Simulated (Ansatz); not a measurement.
## Two-dimensional strain map in PbO

These are results of DFT PBEsol, scalar-relativistic, plane waves, PAW (Ansatz 0.2.0), not measurements. Settings: plane waves to 420 eV, k-mesh 8×8×6 (Γ-centred), Gaussian smearing 0.05 eV. Spin–orbit coupling is left out, which can shift energies with elements as heavy as these. No spin polarisation. Energies are free energies at this smearing, counted from the undisturbed cell; pressure is positive in compression.

Reference structure (as given, not relaxed at this level; it stands at 0.9 GPa):

```
Pb O
1.0
     3.97440    0.00000    0.00000
     0.00000    3.97440    0.00000
     0.00000    0.00000    5.02200
Pb O
2 2
Direct
  0.00000 0.50000 0.23510
  0.50000 0.00000 0.76490
  0.00000 0.00000 0.00000
  0.50000 0.50000 0.00000
```

The cell is strained by p along both x and y and by q along z, fractional coordinates fixed. Points are written (p, q).

Energy above the undisturbed cell in meV/atom (a dash: not computed):

```csv
p \ q,-0.030,-0.015,0.000,0.015,0.030
-0.030,?,?,32.3,?,19.0
-0.015,26.3,16.5,9.6,5.6,4.5
0.000,8.5,2.9,0.0,-0.3,2.1
0.015,3.1,1.3,2.0,5.1,10.6
0.030,?,10.4,14.2,20.3,28.5
```

Question: Fill in the withheld energies.

Answer: (-0.030, -0.030): 58.2; (-0.030, -0.015): 43.6; (-0.030, 0.015): 24.1; (0.030, -0.030): 8.8.